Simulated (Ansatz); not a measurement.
## Al (dhcp): energy against volume

Computed with DFT, r2SCAN, plane waves (500 eV) with PAW, scalar-relativistic in Ansatz. The PAW files were generated under PBE, with cores re-solved for the functional.

The cell is scaled uniformly from the relaxed one, with fractional coordinates and shape fixed. Energies are extrapolated to zero smearing, pressures are those at the given smearing. Magnetic state: spin not included.

A Birch-Murnaghan fit gives V₀ = 15.96 Å³/atom, B₀ = 91 GPa, B₀′ = 4.4.

Question: What are the energy above the minimum and the pressure at 16.607 Å³/atom?

Answer: 7.0 meV/atom and -3.28 GPa as computed.

Question: What are the energy above the minimum and the pressure at 17.246 Å³/atom?

Answer: 25.9 meV/atom and -5.91 GPa as computed.

Question: What are the energy above the minimum and the pressure at 17.885 Å³/atom?

Answer: 54.1 meV/atom and -8.00 GPa as computed.
